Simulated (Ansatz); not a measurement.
Values for one crystal, relaxed and computed with PBEsol (plane waves, PAW; program Ansatz); other levels are named.

```yaml
volume_per_atom: 15.64 Å³
electronic_character: metallic (no gap)
Pressure derivative B′: 4.5
Formation energy from the elements (no fitted shifts): -0.50 eV/atom
Density of states at the Fermi level: 0.91 states/eV per atom (mean over ±0.08 eV)
Bulk modulus (Birch–Murnaghan fit): 273 GPa
```

Task: Which of these materials gives this?
A. ZrIr, Cmcm (Zr on 4c, Ir on 4c)
B. NbRu, rock salt
C. Nb3Sn, A15 (Cr3Si type)
D. NbIr, Pmma (Ir on 2e, Nb on 2f)

Result: D, NbIr, Pmma (Ir on 2e, Nb on 2f)

The start of the workflow was typed in or built on a structure type; the Crystallography Open Database copy checked does not list it. COD files the formula under space group No. 123. Its standing as an ambient phase is unchecked. Symmetry was held in the PBEsol relaxation; its stability against distortions is not shown here. No spin polarisation was allowed. The references are the lowest solids computed at this level, not always the standard phases. Scalar-relativistic: spin–orbit coupling is off unless named, which matters more the heavier the elements.

Potentials: the earlier of the program's two PAW sets. The files were generated under PBE; for other functionals the program regenerates the frozen cores, and for LDA and PBEsol the local potential too.
